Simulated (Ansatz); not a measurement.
SbAs (rock salt, Fm-3m), DFT-PBE in the program Ansatz with PAW potentials, all energies at zero smearing, with the estimated change up to a 700 eV cutoff added, with one set of potentials and settings (totals compare only within such a set). Cell of 2 atoms (1 As, 1 Sb): -11340.514 eV.

| element | reference phase | E (eV/atom) |
|---|---|---|
| As | R-3m, 2 atoms in the cell | -4856.1377 |
| Sb | R-3m, 2 atoms in the cell | -6484.4916 |

Formation energy per atom, worked out: (-11340.514 − 1×(-4856.1377) − 1×(-6484.4916))/2 = 0.058 eV/atom (6 kJ per mol of atoms), at 0 K, without zero-point energy or fitted corrections.

The workflow started from an entry of the Crystallography Open Database (COD); the relaxed space group is not among those it files for this formula. COD files the formula under space group No. 166, so this cell is another polymorph or a model. Its standing as an ambient phase is unchecked. The cell was relaxed with PBE under the symmetry of its start; its stability against distortions is not shown here. The references are the lowest solids computed at this level, not always the standard phases. Scalar-relativistic: spin–orbit coupling is off unless named, which matters more the heavier the elements.

Potentials: the later of the program's two PAW sets.
